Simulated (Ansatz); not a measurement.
Relaxed-ion elastic tensor of Sc₃Al (Cu3Au type, Pm-3m) in GPa (Voigt order), DFT-PBEsol in the program Ansatz with PAW potentials; density 3.21 g/cm³, 20.92 Å³ per atom.

```
 111  45.7  45.7   0.0   0.0   0.0
45.7   111  45.7   0.0   0.0   0.0
45.7  45.7   111   0.0   0.0   0.0
 0.0   0.0   0.0  54.7   0.0   0.0
 0.0   0.0   0.0   0.0  54.7   0.0
 0.0   0.0   0.0   0.0   0.0  54.7
```

Problem. Is the crystal mechanically stable?

Solution. Yes: the smallest eigenvalue of C is 54.7 GPa.

Problem. Work out the Voigt, Reuss and Hill averages.

Solution. K_V = 67.6, K_R = 67.6, K_H = 67.6; G_V = 45.9, G_R = 43.1, G_H = 44.5 GPa.

Problem. Give Young's modulus, Poisson's ratio, Pugh's ratio and the universal anisotropy index.

Solution. E = 9KG/(3K + G) = 110 GPa; ν = 0.23; K/G = 1.52 (brittle by the Pugh limit of 1.75); A_U = 5G_V/G_R + K_V/K_R − 6 = 0.32.

Problem. Estimate the sound speeds and the Debye temperature.

Solution. v_l = √((K + 4G/3)/ρ) = 6290 m/s, v_t = √(G/ρ) = 3720 m/s, mean 4120 m/s; Θ = (h/k)(3n/4πV)^(1/3) v_m = 446 K.

Problem. Give the Zener ratio and Young's modulus along [100], [110] and [111].

Solution. A = 2C44/(C11 − C12) = 1.67; 1/E = S11 − 2(S11 − S12 − S44/2)Γ with Γ = 0, 1/4, 1/3 gives 84.6, 114, 129 GPa.

The first step of the workflow began from a Materials Project structure, measured or hypothetical; the Crystallography Open Database copy checked does not list it. Its standing as an ambient phase is unchecked. The cell was relaxed with PBEsol under the symmetry of its start; whether a distortion lowers the energy is not shown. The run is not spin-polarised. As this level gives no gap, shear constants depend on the k-mesh and smearing (Fermi–Dirac, 0.1 eV here).

Potentials: the later of the program's two PAW sets.
